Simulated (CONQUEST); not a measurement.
Band structure of Mo (Im-3m, 2 atoms in the cell; from Materials Project mp-129).

```
CELL_PARAMETERS angstrom
      3.16762     0.00000     0.00000
      0.00000     3.16762     0.00000
      0.00000     0.00000     3.16762
ATOMIC_POSITIONS crystal
  Mo 0.00000 0.00000 0.00000
  Mo 0.50000 0.50000 0.50000
```

All values come from this method and carry its errors: PBE, numerical atomic orbitals double-zeta with polarisation (the shipped basis), PseudoDojo norm-conserving potentials made for PBE run with CONQUEST.

Settings: basis = DZP; Diag.MPMeshX, Y, Z = 5 5 5; potentials = PseudoDojo norm-conserving PBE; Grid.GridCutoff = 140 Ha; DM.SolutionMethod = diagon; Diag.SmearingType = 1; Diag.kT = 0.003675 Ha; Diag.GammaCentred = true; Diag.MPOrder = 0; minE.SCTolerance = 1.0e-06; SC.MaxIters = 100; SC.LinearMixingFactor = 0.5; SC.KerkerPreCondition = true; SC.KerkerFactor = 0.1 1/bohr.

The program uses no crystal symmetry, so grid and mesh can part values that symmetry would make equal. The atom-centred basis is finite, which shifts total energies and pressures against plane waves. The structure comes from a collection of computed structures, made at another level of theory; the collection holds predicted forms beside known ones. No clean gap shows at this smearing width and mesh (spacing up to 0.40 Å⁻¹); the mesh is coarse for partly filled bands, so the values carry mesh errors.

Points are given in units of this cell's reciprocal vectors. Levels in eV from the Fermi level, bands 11 to 16:
```
point               11     12     13     14     15     16
---------------  -----  -----  -----  -----  -----  -----
Γ (0 0 0)        -5.54  -1.55  -1.55  -1.55   1.40   1.40
X (0 0.5 0)      -2.77  -2.77  -0.79  -0.79  -0.79  -0.79
M (0.5 0.5 0)    -3.55  -3.55   1.42   1.42   1.43   1.43
R (0.5 0.5 0.5)  -2.81  -2.81  -2.81  -2.81   2.15   2.15
```

4 bands cross the Fermi level along this path, so the cell has no gap at this level.

The Fermi level comes from the SCF mesh, which can miss band crossings, so its place against them is uncertain.

Higher empty bands are left out: an atom-centred basis made for the valence describes them poorly.

The labels belong to the zone of the cell as typed, which is larger than the primitive one, so the bands are folded: a gap that looks direct here can be indirect in the primitive zone.
